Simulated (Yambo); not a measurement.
Yambo run on CdF₂ (fluorite, space group Fm-3m, No. 225). The wavefunctions are PBEsol (pw.x of Quantum ESPRESSO, ONCV potentials, with spin-orbit coupling) ones on a 4×4×4 mesh (34 occupied bands); a = b = c = 3.8191 Å, α = β = γ = 60.00°.

Yambo input:

```
rim_cut
HF_and_locXC
RandQpts= 1000000
RandGvec= 1 Ry
EXXRLvcs= 102 Ry
VXCRLvcs= 408 Ry
% QPkrange
 1 | 1 | 32 | 36 |
 3 | 3 | 34 | 35 |
 7 | 7 | 34 | 35 |
 8 | 8 | 34 | 35 |
%
```

k points by index: 1 = Γ, 3 = L, 7 = X, 8 = W.

Table of the .hf output:

```
#    K-point    Band    Eo [eV]    Ehf [eV]    Vxc [eV]    Vnlxc [eV]
#
    1    32    -0.527764    -8.090351    -24.63595    -32.19854
    1    33    -0.414109    -7.982475    -24.91334    -32.48170
    1    34    -0.414109    -7.982475    -24.91334    -32.48170
    1    35    2.926963    7.493509    -12.65148    -8.084937
    1    36    2.926963    7.493509    -12.65148    -8.084937
    3    34    -0.330339    -7.841419    -24.49308    -32.00416
    3    35    7.028001    12.46236    -16.97295    -11.53859
    7    34    -0.049412    -7.463626    -23.99785    -31.41207
    7    35    7.849706    13.84229    -16.48785    -10.49526
    8    34    0.000000    -7.436805    -24.09001    -31.52682
    8    35    7.916520    13.91102    -16.87882    -10.88433
```
Exchange alone, without screening.

Geometry of the Materials Project entry, not relaxed at this level.
